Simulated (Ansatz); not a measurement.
## AsRu₂I: reading a single point

```
As I Ru
1.0
     2.01168    3.48433    0.00000
    -2.01168    3.48433    0.00000
    -2.01168    1.16144    6.79862
As I Ru
1 1 2
Direct
  0.50000 0.00000 0.50000
  0.00000 0.00000 0.00000
  0.23130 0.53740 0.69390
  0.76870 0.46260 0.30610
```

The numbers come from plane-wave PAW DFT (Ansatz): r2SCAN, no spin polarisation, 500 eV, 8×8×8 Γ-centred k points, cold occupations (width 0.0287 eV). Nothing was relaxed.

Q: What do density and ELF say about some of the short contacts?

A: As–Ru at 2.67 Å: least valence density 0.37 e/Å³ and ELF 0.42 there. I–Ru at 3.12 Å: least valence density 0.19 e/Å³ and ELF 0.16 there. Both are smooth PAW fields, read partly inside the augmentation spheres.

Q: Is the cell too large or too small?

A: The pressure is -18.6 GPa (compression positive), so with the atoms held at these fractions the cell would first shrink; the forces are large, so a full relaxation may end otherwise.

Q: Is there a gap?

A: It is a metal, with about 6.3 states/eV a cell as the mean within 0.25 eV of the Fermi level, mostly Ru d (86 %).

Q: What is the formation energy?

A: 0.79 eV an atom against the elements' usual phases (free molecules for gases, crystals otherwise, with no correction for O₂ or N₂), so at this geometry it isn't bound against them. Relaxing would lower it.

Q: Give the Bader charges.

A: Bader charges in e: As -0.24, Ru +0.28, I -0.33. In the mean Ru gives up most and I takes most.

Q: Which atom feels the largest force, and which way?

A: The largest is on Ru4 (and as large on other atoms): 2.37 eV/Å, components (0.00, 0.00, 2.37). It makes 60° with the line to a nearest neighbour, As1 at 2.67 Å.

Origin: a known structure type with other elements, at an estimated volume, so it need not be a known compound. Caveats: many states at the Fermi level without spin polarisation, so a magnetic state may lie lower; atoms or cell far from equilibrium.

Cost: 76 s on 1 thread of Intel(R) Xeon(R) Platinum 8375C CPU @ 2.90GHz (Ice Lake), on a shared host, peak memory 0.86 GiB (start from a saved density). The time holds forces, stress, Bader, DOS, bands, ELF.
